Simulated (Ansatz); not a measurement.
**Al: strain energy, fitted**

Al, P6_3/mmc, a = 2.801 Å, c = 9.193 Å. This isn't the element's structure at ambient conditions. Ansatz: PBEsol+D3(BJ), PAW, 420 eV, Γ-centred 24×24×6 mesh on 4 atoms, Gaussian smearing 0.10 eV; no spin polarisation. Series: strain along c alone, the other axes held, atoms fixed by symmetry; x is the strain in per cent. y is the free energy over the unstrained cell, V0 = 15.616 Å³/atom.

```tsv
x (%)	y (meV/atom)
-3.0	?
-2.0	3.52
-1.0	0.97
0.0	0.00
1.0	0.61
2.0	2.68
3.0	6.29
```

Q: Fit y = c2 x² + c3 x³ to the other rows, turn c2 into a modulus, and predict the missing energy.

A: Least squares on the rows shown. y = 0.7988 x² − 0.03650 x³. In eV per unit strain² c2 is 7.988; this is C33 with relaxed ions (E = ½ C33 V0 ε²): 2 × 7.988 × 160.2 / (15.616) = 164 GPa. The unstrained cell keeps some stress along the strain, worth a slope of -0.15 meV/atom per %, which the form leaves out. With a term in x⁴ added, the coefficient of x² becomes 0.7195, 10 % less, which shows how far this figure hangs on the form. At x = -3.0 the fit asked for gives 8.17 meV/atom. The run gave 7.85 meV/atom, so the fit is 0.32 meV/atom too high, 4.1 % of the span of the series, against an rms of 0.14 meV/atom on the fitted rows. The row lies outside the fitted range. With a term in x⁴ added, a fit to the same known rows predicts 9.14 meV/atom, further off still.

Cost: 7 runs of about 1.7 core-minutes in all, on Arm Neoverse V1 (shared hosts).